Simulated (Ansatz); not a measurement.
MgO:
Space group Pm-3n (No. 223); a = b = c = 5.590 Å, α = β = γ = 90.00°

```json
[
 {"atom": "Mg", "site": "6c", "symmetry": "-4m.2", "x": "0.0000", "y": "0.5000", "z": "0.2500"},
 {"atom": "O", "site": "6d", "symmetry": "-4m.2", "x": "0.0000", "y": "0.2500", "z": "0.5000"}
]
```

Relaxed with PBEsol.

### Question
Give the optical modes at the zone centre with their infrared activity from DFPT, plane-wave PAW PBEsol (Ansatz code).

### Answer
Transverse frequencies, without the LO–TO term; a row sums one degenerate level.

```tsv
ω (cm⁻¹)	degeneracy	IR ((D/Å)²/amu)	activity	symmetry
185	3	0.00	IR-inactive	T1g
194	3	2.31	IR	T1u
257	3	0.00	IR-inactive	T2g
362	3	0.00	IR-inactive	T2u
418	3	0.00	IR-inactive	T1g
426	1	0.00	IR-inactive	A2g
431	3	0.00	IR-inactive	T2g
500	3	0.00	IR-inactive	T2u
507	2	0.00	IR-inactive	Eg
507	3	44.19	IR	T1u
547	3	77.22	IR	T1u
677	2	0.00	IR-inactive	Eg
679	1	0.00	IR-inactive	A2g
```

### Question
How high does the top mode go among those that the LO–TO term moves?

### Answer
688 cm⁻¹ for q along x.

The workflow started from a Materials Project entry (that database holds measured and hypothetical structures alike); the Crystallography Open Database copy checked does not list it. It is not the phase usual at ambient conditions (space group No. 225). The PBEsol relaxation kept the symmetry of its start; phonons on a q-mesh show no instability.

Potentials: the later of the program's two PAW sets.
